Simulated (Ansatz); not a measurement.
Calculated with Ansatz: YbZn₂F₂, relaxation

Run with:

```bash
ansatz run input.yaml --threads 2 --pin off --max-ram 3584MiB --backend cpu --events-out ev --progress --plain --runs-dir out
```

input.yaml:

```yaml
crystal:
  lattice:
    - [1.90263, 3.29545, 0.0]
    - [-1.90263, 3.29545, 0.0]
    - [0.0, 0.0, 6.360018]
  atoms:
    - { symbol: Zn, position: [0.3333, 0.3334, 0.634] }
    - { symbol: Zn, position: [0.6667, 0.6666, 0.366] }
    - { symbol: F, position: [0.3333, 0.3334, 0.2589] }
    - { symbol: F, position: [0.6667, 0.6666, 0.7411] }
    - { symbol: Yb, position: [0.0, 0.0, 0.0] }
kpoints:
  mp_grid: { grid: [7, 7, 4], shift: [0, 0, 0] }
magnetization:
  spin_polarized: false
scf:
  occupations: { method: fermi_dirac, width: 0.05 }
  lower_state_search: "off"
hamiltonian:
  pseudopotentials: { kind: paw }
  xc: r2scan
basis:
  ecutwfc: 500
  fft_grid_basis: typed
relax:
  max_steps: 60
  cell: { p_target: 0.0 }
  f_tol: 0.03
output:
  forces: true
  stress: true
  eigenvalues: true
  bader: true
  populations: true
  elf: true
  write_potential: true
  volumetric_format: npy
  dos:
    e_range: [-12, 8]
    de: 0.05
    projected: { site_lists: { F: [F], Yb: [Yb], Zn: [Zn] } }
checkpoint:
  read: saved_state
```

Origin of the cell: a known structure type with other elements, at an estimated volume, so it need not be a known compound.

The saved state is a converged single point of the same cell.

Steps («new basis» is an SCF on plane waves selected anew at the same cell):

```csv
step,ΔF (meV/atom),max force component (eV/Å),P (GPa),volume (Å³),SCF iterations,step was
1,0.0,1.555,6.22,79.75,10,accepted
2,-167.5,1.947,5.16,80.32,11,accepted
3,-350.4,2.103,1.64,83.05,12,accepted
4,-520.6,1.783,-0.50,84.36,11,accepted
5,-679.7,1.168,-1.16,84.77,17,accepted
6,-799.5,0.517,0.61,84.62,18,accepted
7,-834.0,0.073,1.53,87.04,14,accepted
8,-844.9,0.026,0.31,90.79,8,accepted
9,-849.7,0.027,0.11,92.84,8,accepted
10,-849.9,0.012,-0.11,93.94,7,accepted
11,-850.0,0.001,0.00,93.68,6,accepted
12,-853.1,0.003,0.23,93.68,11,new basis
13,-853.8,0.002,0.12,94.69,8,accepted
14,-854.1,0.001,0.02,95.84,8,accepted
15,-854.1,0.001,0.00,95.95,10,accepted
16,-854.2,0.001,0.00,95.95,8,new basis
```

Step 1, with forces in eV/Å:

```xyz
5
Lattice="1.903 3.295 0.000 -1.903 3.295 0.000 0.000 0.000 6.360" Properties=species:S:1:pos:R:3:forces:R:3 pbc="T T T" step=1
Zn    0.000    2.197    4.032    0.001   -0.001    0.107
Zn    0.000    4.394    2.328   -0.001    0.001   -0.107
F     0.000    2.197    1.647    0.000    0.000   -1.555
F     0.000    4.394    4.713    0.000    0.000    1.555
Yb    0.000    0.000    0.000    0.000    0.000    0.000
```

Step 2, with forces in eV/Å:

```xyz
5
Lattice="1.957 3.390 0.000 -1.957 3.390 0.000 0.000 0.000 6.052" Properties=species:S:1:pos:R:3:forces:R:3 pbc="T T T" step=2
Zn    0.000    2.260    3.882    0.001    0.000   -0.623
Zn    0.000    4.520    2.170   -0.001    0.000    0.623
F     0.000    2.260    1.386    0.000    0.000   -1.947
F     0.000    4.520    4.665    0.000    0.000    1.947
Yb    0.000    0.000    0.000    0.000    0.000    0.000
```

Step 3, with forces in eV/Å:

```xyz
5
Lattice="1.988 3.443 0.000 -1.988 3.443 0.000 0.000 0.000 6.068" Properties=species:S:1:pos:R:3:forces:R:3 pbc="T T T" step=3
Zn    0.000    2.295    3.843    0.000    0.000   -0.912
Zn    0.000    4.590    2.225    0.000    0.000    0.912
F     0.000    2.295    1.203    0.000    0.000   -2.103
F     0.000    4.590    4.865    0.000    0.000    2.103
Yb    0.000    0.000    0.000    0.000    0.000    0.000
```

Step 4, with forces in eV/Å:

```xyz
5
Lattice="1.998 3.460 0.000 -1.998 3.460 0.000 0.000 0.000 6.101" Properties=species:S:1:pos:R:3:forces:R:3 pbc="T T T" step=4
Zn    0.000    2.307    3.811    0.000    0.000   -1.042
Zn    0.000    4.614    2.290    0.000    0.000    1.042
F     0.000    2.307    1.022    0.000    0.000   -1.783
F     0.000    4.614    5.079    0.000    0.000    1.783
Yb    0.000    0.000    0.000    0.000    0.000    0.000
```

Step 5, with forces in eV/Å:

```xyz
5
Lattice="1.984 3.436 0.000 -1.983 3.436 0.000 0.000 0.000 6.220" Properties=species:S:1:pos:R:3:forces:R:3 pbc="T T T" step=5
Zn    0.000    2.290    3.803    0.000    0.000   -0.933
Zn    0.000    4.581    2.417    0.000    0.000    0.933
F     0.000    2.291    0.851    0.001    0.000   -1.168
F     0.000    4.581    5.368   -0.001    0.000    1.168
Yb    0.000    0.000    0.000    0.000    0.000    0.000
```

Step 6, with forces in eV/Å:

```xyz
5
Lattice="1.950 3.377 0.000 -1.950 3.377 0.000 0.000 0.000 6.424" Properties=species:S:1:pos:R:3:forces:R:3 pbc="T T T" step=6
Zn    0.000    2.252    3.799    0.000    0.000   -0.517
Zn    0.000    4.503    2.626    0.000    0.000    0.517
F     0.000    2.252    0.683    0.000    0.000   -0.302
F     0.000    4.503    5.741    0.000    0.000    0.302
Yb    0.000    0.000    0.000    0.000    0.000    0.000
```

Step 7, with forces in eV/Å:

```xyz
5
Lattice="1.932 3.346 0.000 -1.932 3.346 0.000 0.000 0.000 6.734" Properties=species:S:1:pos:R:3:forces:R:3 pbc="T T T" step=7
Zn    0.000    2.230    3.868    0.000    0.000   -0.073
Zn    0.000    4.461    2.866    0.000    0.000    0.073
F     0.000    2.230    0.643   -0.001    0.000    0.054
F     0.000    4.461    6.091    0.001    0.000   -0.054
Yb    0.000    0.000    0.000    0.000    0.000    0.000
```

Step 8, with forces in eV/Å:

```xyz
5
Lattice="1.928 3.339 0.000 -1.928 3.339 0.000 0.000 0.000 7.052" Properties=species:S:1:pos:R:3:forces:R:3 pbc="T T T" step=8
Zn    0.000    2.226    4.038    0.000    0.000   -0.019
Zn    0.000    4.452    3.014    0.000    0.000    0.019
F     0.000    2.226    0.675    0.000    0.000    0.026
F     0.000    4.452    6.377    0.000    0.000   -0.026
Yb    0.000    0.000    0.000    0.000    0.000    0.000
```

Step 9, with forces in eV/Å:

```xyz
5
Lattice="1.907 3.303 0.000 -1.907 3.303 0.000 0.000 0.000 7.370" Properties=species:S:1:pos:R:3:forces:R:3 pbc="T T T" step=9
Zn    0.000    2.202    4.226    0.000    0.000    0.008
Zn    0.000    4.404    3.144    0.000    0.000   -0.008
F     0.000    2.202    0.727    0.000    0.000   -0.027
F     0.000    4.404    6.643    0.000    0.000    0.027
Yb    0.000    0.000    0.000    0.000    0.000    0.000
```

Step 10, with forces in eV/Å:

```xyz
5
Lattice="1.904 3.297 0.000 -1.904 3.297 0.000 0.000 0.000 7.483" Properties=species:S:1:pos:R:3:forces:R:3 pbc="T T T" step=10
Zn    0.000    2.198    4.296    0.000    0.000   -0.012
Zn    0.000    4.396    3.187    0.000    0.000    0.012
F     0.000    2.198    0.728    0.000    0.000    0.003
F     0.000    4.396    6.754    0.000    0.000   -0.003
Yb    0.000    0.000    0.000    0.000    0.000    0.000
```

Step 12, with forces in eV/Å:

```xyz
5
Lattice="1.903 3.296 0.000 -1.903 3.296 0.000 0.000 0.000 7.468" Properties=species:S:1:pos:R:3:forces:R:3 pbc="T T T" step=12
Zn    0.000    2.197    4.285    0.000    0.000   -0.002
Zn    0.000    4.395    3.182    0.000    0.000    0.002
F     0.000    2.197    0.729    0.000    0.000    0.003
F     0.000    4.395    6.739    0.000    0.000   -0.003
Yb    0.000    0.000    0.000    0.000    0.000    0.000
```

Step 13, with forces in eV/Å:

```xyz
5
Lattice="1.899 3.289 0.000 -1.899 3.289 0.000 0.000 0.000 7.583" Properties=species:S:1:pos:R:3:forces:R:3 pbc="T T T" step=13
Zn    0.000    2.192    4.350    0.000    0.000    0.001
Zn    0.000    4.385    3.233    0.000    0.000   -0.001
F     0.000    2.192    0.741    0.000    0.000   -0.002
F     0.000    4.385    6.842    0.000    0.000    0.002
Yb    0.000    0.000    0.000    0.000    0.000    0.000
```

Step 16, with forces in eV/Å:

```xyz
5
Lattice="1.894 3.280 0.000 -1.894 3.280 0.000 0.000 0.000 7.724" Properties=species:S:1:pos:R:3:forces:R:3 pbc="T T T" step=16
Zn    0.000    2.187    4.430    0.000    0.000    0.000
Zn    0.000    4.373    3.294    0.000    0.000    0.000
F     0.000    2.187    0.752    0.000    0.000   -0.001
F     0.000    4.373    6.972    0.000    0.000    0.001
Yb    0.000    0.000    0.000    0.000    0.000    0.000
```

| Quantity | Value |
| --- | --- |
| Free energy lowered by | 854.2 meV/atom |
| Volume change | 20.30 % |
| Final pressure | 0.00 GPa |
| Relaxation steps listed | 16 |

Caveats: f shells without a U or exact exchange are poorly placed; no dispersion correction, so spacings can come out too large where layers or molecules are weakly bound; no spin polarisation, so a magnetic state may lie lower; no spin-orbit coupling, though heavy elements are present; the relaxation held the start's symmetry, so the end may be a saddle point.

It ran for 380 s of wall time on 2 CPU thread(s) of a shared host, from a saved density.
